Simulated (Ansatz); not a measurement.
All numbers below come from DFT PBE, scalar-relativistic, plane waves, PAW (Ansatz 0.2.0). All cells share a 420 eV cutoff and Γ-centred k meshes spaced at most about 0.3 Å⁻¹ (about 0.25 or finer for metals, 2π included). No spin polarisation in the final relaxations.

All energies are static (0 K, no zero-point motion).

Compare these two cells of HfTe4, each relaxed at this level.

A.

Space group I4/mmm (No. 139). a = 5.777 Å, b = 5.777 Å, c = 9.163 Å, α = 90.00°, β = 90.00°, γ = 90.00°
| atom | site | symmetry | x | y | z |
| --- | --- | --- | --- | --- | --- |
| Hf | 2a | 4/mmm | 0.0000 | 0.0000 | 0.0000 |
| Te | 4e | 4mm | 0.0000 | 0.0000 | 0.3072 |
| Te | 4c | mmm. | 0.0000 | 0.5000 | 0.0000 |

B.

Space group P-43m (No. 215). a = 5.605 Å, b = 5.605 Å, c = 5.605 Å, α = 90.00°, β = 90.00°, γ = 90.00°
```json
{"atom": "Hf", "site": "1b", "symmetry": "-43m", "x": "0.5000", "y": "0.5000", "z": "0.5000"}
{"atom": "Te", "site": "4e", "symmetry": ".3m", "x": "0.7807", "y": "0.7807", "z": "0.7807"}
```

Task: Which form is favoured at zero pressure, and by what margin per atom?

Result: A is lower, by 0.33 eV/atom. A has space group I4/mmm (No. 139), 30.6 Å³/atom and no gap on its mesh; B has space group P-43m (No. 215), 35.2 Å³/atom and no gap. Counting Te atoms around Hf (those within 1.25 times the shortest such distance or 1.15 times the sum of covalent radii), A has Hf 6 and B has Hf 4. The denser one is the lower, and pressure would at first widen the difference. Both come from invented guesses.

Spin–orbit coupling, which can matter for Hf and Te, is left out. A magnetic state wasn't ruled out in cells without spin, among them P-43m. Cells relaxed within their symmetry can be saddle points.
